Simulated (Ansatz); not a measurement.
MnAu₂ (MoSi2 or CaC2 type, I4/mmm), PBEsol (plane waves, PAW; program Ansatz), all energies at zero smearing, with the estimated change up to a 700 eV cutoff added, with one set of potentials and settings (totals compare only within such a set). Cell of 3 atoms (1 Mn, 2 Au): -29883.127 eV.

| element | reference phase | E (eV/atom) |
|---|---|---|
| Mn | I-43m, 29 atoms in the cell, spin-polarised | -3868.8262 |
| Au | Fm-3m, 1 atoms in the cell | -13007.0999 |

Formation energy per atom, worked out: (-29883.127 − 1×(-3868.8262) − 2×(-13007.0999))/3 = -0.034 eV/atom (-3 kJ per mol of atoms), at 0 K, without zero-point energy or fitted corrections.

The workflow started from a Materials Project entry (that database holds measured and hypothetical structures alike); the Crystallography Open Database files this formula in space group No. 139, but the cells were not matched. Whether it is the stable phase at ambient conditions was not checked. The cell was relaxed with PBEsol under the symmetry of its start; its stability against distortions is not shown here. Spin order of the final state: ferromagnetic, chosen from 3 collinear starts compared on coarse meshes (ties went to the first, and starts can fall back to one state), not a proven ground state. The references are the lowest solids computed at this level, not always the standard phases. Spin–orbit coupling is left out wherever it is not named.

Potentials: the later of the program's two PAW sets.
